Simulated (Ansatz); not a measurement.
YIn (Pm-3m); total moment held at 0.3 μB.

```
CELL_PARAMETERS angstrom
3.81000 0.00000 0.00000
0.00000 3.81000 0.00000
0.00000 0.00000 3.81000
ATOMIC_POSITIONS crystal
Y 0.50000 0.50000 0.50000
In 0.00000 0.00000 0.00000
```

The source of the geometry is a structure as deposited in COD; atoms and cell stay fixed.

Settings: PBEsol, 9×9×9 k mesh, Fermi–Dirac smearing of 0.08 eV. PAW means Ansatz 0.2.0 on its default frozen-core files. Site moments are integrated in spheres about the atoms. Start moments (μB): Y1 0.3.

Iteration by iteration:

```tsv
iteration	Harris–Foulkes energy less the last (meV)	density residual (eV)	M (μB)	∫|m| (μB)
1	-108.943	3.1e-01	0.3000	0.3000
2	-48.795	1.7e-01	0.3000	0.3000
3	-2.161	1.1e-02	0.3000	0.3000
4	0.052	3.4e-04	0.3000	0.3000
5	0.005	9.1e-06	0.3000	0.3000
6	0.000	2.1e-07	0.3000	0.3000
7	0.000	6.5e-09	0.3000	0.3000
8	0.000	2.4e-10	0.3000	0.3000
```

Site moments (μB): Y1 0.14, In2 0.03. Cell moment 0.30 μB.

The PAW files were made with PBE; the program remakes their cores once for the run's functional and then keeps them frozen. The Ansatz runs typed with the search for lower states off end where their start leads. None of this fixes the real material's magnetic order: only patterns that fit the cell were computed, at zero temperature, with a functional that can overstate moments.
